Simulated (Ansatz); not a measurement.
In:
```yaml
crystal:
  lattice:
    - [-1.61043, 1.61043, 2.52590]
    - [1.61043, -1.61043, 2.52590]
    - [1.61043, 1.61043, -2.52590]
  atoms:
    - { symbol: In, position: [0.00000, 0.00000, 0.00000] }
```

Relaxed with r²SCAN.

Question: Map the valence electron density (e/Å³), cut off at 3 on the plane through (0.000, 0.000, 0.000) spanned by u = [1, 0, 1] and v = [1, 0, -1] in lattice vectors, from r²SCAN in the plane-wave PAW code Ansatz.

Answer: x is the fraction of u, y of v (the angle between them is 90°; rows are the nearest grid lines); atoms in the plane: In at (0.00, 0.00), In at (0.50, 0.50).
```
y \ x   0.000  0.0625  0.188  0.250  0.375  0.438  0.562  0.625  0.750  0.812  0.938   1.00
------  -----  ------  -----  -----  -----  -----  -----  -----  -----  -----  -----  -----
1.00     3.00    3.00   3.00   1.23  0.255  0.176  0.176  0.255   1.23   3.00   3.00   3.00
0.933    3.00    3.00   1.86  0.770  0.212  0.155  0.155  0.212  0.770   1.86   3.00   3.00
0.833   0.486   0.448  0.267  0.195  0.119  0.104  0.104  0.119  0.195  0.267  0.448  0.486
0.767   0.149   0.146  0.129  0.121  0.113  0.112  0.112  0.113  0.121  0.129  0.146  0.149
0.700   0.099   0.101  0.122  0.143  0.203  0.230  0.230  0.203  0.143  0.122  0.101  0.099
0.600   0.124   0.135  0.268  0.480   1.88   2.88   2.88   1.88  0.480  0.268  0.135  0.124
0.533   0.152   0.170  0.446   1.09   3.00   3.00   3.00   3.00   1.09  0.446  0.170  0.152
0.467   0.152   0.170  0.446   1.09   3.00   3.00   3.00   3.00   1.09  0.446  0.170  0.152
0.400   0.124   0.135  0.268  0.480   1.88   2.88   2.88   1.88  0.480  0.268  0.135  0.124
0.300   0.099   0.101  0.122  0.143  0.203  0.230  0.230  0.203  0.143  0.122  0.101  0.099
0.233   0.149   0.146  0.129  0.121  0.113  0.112  0.112  0.113  0.121  0.129  0.146  0.149
0.167   0.486   0.448  0.267  0.195  0.119  0.104  0.104  0.119  0.195  0.267  0.448  0.486
0.0667   3.00    3.00   1.86  0.770  0.212  0.155  0.155  0.212  0.770   1.86   3.00   3.00
0.000    3.00    3.00   3.00   1.23  0.255  0.176  0.176  0.255   1.23   3.00   3.00   3.00
```

The density is the valence pseudo-density with augmentation charge, so density and ELF within about 1 Å of a nucleus are not all-electron values.

Space group I4/mmm (body-centred tetragonal). The cell was relaxed with r²SCAN under the symmetry of its start.

Potentials: the later of the program's two PAW sets.
